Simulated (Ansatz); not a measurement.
BaO:
```
CELL_PARAMETERS angstrom
      4.44834     0.00000     0.00000
     -2.22417     3.85238     0.00000
      0.00000     0.00000     5.45985
ATOMIC_POSITIONS crystal
  Ba 0.66667 0.33333 0.25000
  Ba 0.33333 0.66667 0.75000
  O  0.66667 0.33333 0.75000
  O  0.33333 0.66667 0.25000
```

Cartesian axes are those of the cell as given.

Task: Give the high-frequency dielectric tensor and the Born effective charge tensors of the independent atoms from DFPT, LDA (plane waves, PAW; program Ansatz).

Result: 
ε∞:
```
3.78  0.00  0.00
0.00  3.78  0.00
0.00  0.00  3.72
```
Z* of atom 1 (Ba), rows: field, columns: displacement, in e:
```
2.43  0.00  0.00
0.00  2.43  0.00
0.00  0.00  2.65
```
Z* of atom 3 (O), rows: field, columns: displacement, in e:
```
-2.43   0.00   0.00
 0.00  -2.43   0.00
 0.00   0.00  -2.65
```

Space group P6_3/mmc. The workflow started from a Materials Project entry (that database holds measured and hypothetical structures alike); the Crystallography Open Database copy checked does not list it. It is not the phase usual at ambient conditions (space group No. 225). The cell was relaxed with LDA under the symmetry of its start; its stability against distortions is not shown here. Spin–orbit coupling is left out wherever it is not named.

Potentials: the later of the program's two PAW sets.
